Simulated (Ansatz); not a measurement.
SiC (wurtzite)

```xyz
4
Lattice="3.0759 0.0000 0.0000 -1.5380 2.6638 0.0000 0.0000 0.0000 5.0477" Properties=species:S:1:pos:R:3 pbc="T T T"
Si     1.5380     0.8879     0.0026
Si     0.0000     1.7759     2.5264
C      1.5380     0.8879     3.1532
C      0.0000     1.7759     0.6294
```

The relaxed cell is deformed in two ways at once: its volume V is scaled, and at that volume it is stretched along z (the c axis of the conventional cell) so that c/a changes. Fractional atomic positions are held.

All values below come from PBEsol (plane waves to 420 eV, PAW, scalar-relativistic; Ansatz, a quantum-chemistry and plane-wave program). k mesh 12×12×7 (Γ-centred), Fermi-Dirac smearing 0.05 eV. Compression counts positive. As the atoms are clamped, bonds stretch with the cell, which overstates energies and stresses. SiC was relaxed with its symmetry unable to fall.

Changes of σzz (GPa) from the point V/V₀ = 1.000, (c/a)/(c/a)₀ = 1.000 when one coordinate moves alone (two changes are said to add if the coupling is within 5 % of the smaller one, nearly so within 20 %):

```
point                               change
----------------------------------  ------
V/V₀ = 1.000, (c/a)/(c/a)₀ = 0.920   34.69
V/V₀ = 1.000, (c/a)/(c/a)₀ = 0.960   15.96
V/V₀ = 0.920, (c/a)/(c/a)₀ = 1.000   21.42
V/V₀ = 0.960, (c/a)/(c/a)₀ = 1.000    9.67
V/V₀ = 1.040, (c/a)/(c/a)₀ = 1.000   -7.96
V/V₀ = 1.080, (c/a)/(c/a)₀ = 1.000  -14.50
V/V₀ = 1.000, (c/a)/(c/a)₀ = 1.040  -13.52
V/V₀ = 1.000, (c/a)/(c/a)₀ = 1.080  -24.93
```

Problem. What is the change at V/V₀ = 0.960, (c/a)/(c/a)₀ = 1.080, where both move, and how far is it from the sum?

Solution. The sum of the single changes is 9.67 + (-24.93) = -15.26; the calculation gives -18.05, so the coupling contributes -2.79 (over 20 % of the smaller single change, not additive).

Problem. What is the change at V/V₀ = 0.920, (c/a)/(c/a)₀ = 0.920, where both move, and how far is it from the sum?

Solution. The sum of the single changes is 21.42 + (34.69) = 56.11; the calculation gives 64.03, so the coupling contributes 7.92 (over 20 % of the smaller single change, not additive).

Problem. Do the two effects add at V/V₀ = 0.960, (c/a)/(c/a)₀ = 1.040? Give the computed change.

Solution. The sum of the single changes is 9.67 + (-13.52) = -3.85; the calculation gives -5.35, so the coupling contributes -1.50 (under 20 % of the smaller single change, nearly additive).

(Under strain, the slope of the energy per volume gives the stress and its curvature an elastic modulus.)
